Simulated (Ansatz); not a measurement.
Ni₂Pt₃: rattling a relaxed structure

The cell was found from a structure generator's guess, not taken from experiment.

Theory: DFT PBE, scalar-relativistic, plane waves, PAW (Ansatz). Settings: cutoff 420 eV, Γ-centred mesh 18×18×2 on the computed 10-atom cell, Gaussian smearing of 0.10 eV; collinear spin from starting moments 1.0 1.0 1.0 1.0 0.2 0.2 0.2 0.2 0.2 0.2 μB.

The cell below (10 atoms, space group P-6m2 (No. 187)) is relaxed within its symmetry.

```
Ni Pt
1.0
     2.73542    0.00000    0.00000
    -1.36771    2.36894    0.00000
     0.00000    0.00000   21.76323
Ni Pt
4 6
Direct
  0.33333 0.66667 0.00000
  0.66667 0.33333 0.30593
  0.66667 0.33333 0.50000
  0.66667 0.33333 0.69407
  0.33333 0.66667 0.20938
  0.33333 0.66667 0.40302
  0.33333 0.66667 0.59698
  0.33333 0.66667 0.79062
  0.66667 0.33333 0.09676
  0.66667 0.33333 0.90324
```

For the test it was strained at random (σ = 1.5 % a component), the atoms were moved at random (σ = 0.05 Å), and all was relaxed again on a coarse 12×12×1 mesh (in the run’s order of axes) with 0.20 eV smearing, with no symmetry imposed.

These runs have no spin–orbit coupling, which can matter for Pt. Another magnetic order may lie lower.

Q: What happens?

A: It returns, within 1 meV/atom of the unmoved cell on that mesh and with the same symmetry when read at 0.1 Å (Amm2 at 0.01 Å, so small strains and shifts remain). So it is stable against the distortions that fit this cell and that this random move excites. Modes that don't fit the cell aren't tested.
